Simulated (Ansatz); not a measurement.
A geometry of BePd away from equilibrium: the start of the relaxation of a relaxed BePd cell shaken by Gaussian noise of σ = 0.08 Å a coordinate. Method: PBEsol (plane waves to 420 eV, PAW, scalar-relativistic; Ansatz, a first-principles code). Γ-centred k-mesh 6×12×5 on the run's cell (coarser than for final values), Fermi–Dirac smearing 0.05 eV.

```xyz
8
Lattice="5.4436 0.0000 0.0000 0.0000 2.6861 0.0000 0.0000 0.0000 6.3501" Properties=species:S:1:pos:R:3:forces:R:3 pbc="T T T" free_energy=-27990.931 pressure_GPa=0.6
Pd    -0.0183     0.5890     5.0901    0.6388    0.1252   -0.1445
Pd     5.3639     2.0251     1.3146    0.2270   -0.0235   -0.5823
Pd     2.6563     1.9014     1.8921    0.1864    0.3061   -0.0544
Pd     2.7649     0.6274     4.4657    0.0655   -0.0453   -0.2150
Be     1.0613     0.6818     2.9417   -0.4558   -0.1370    0.0458
Be     4.5610     2.0590     3.3238   -0.5685   -0.1365    0.7071
Be     1.7316     1.9658     6.1084   -0.1993    0.0455   -0.1035
Be     3.6689     0.7120     0.1930    0.1058   -0.1346    0.3466
```

Positions in Å, forces in eV/Å, free energy of the cell in eV (comparable only within this code, potentials and settings). Largest force: 0.92 eV/Å, on Be6 (atoms numbered as listed); the geometry lies 0.26 eV/atom above the end of its relaxation.

No spin polarisation in the result.

Of the parent cell (Pnma (No. 62)): it is a generated cell of BePd: the first start was made by placing the elements on the sites of a structure type, and the end was not matched to a known phase here, so it may be hypothetical.
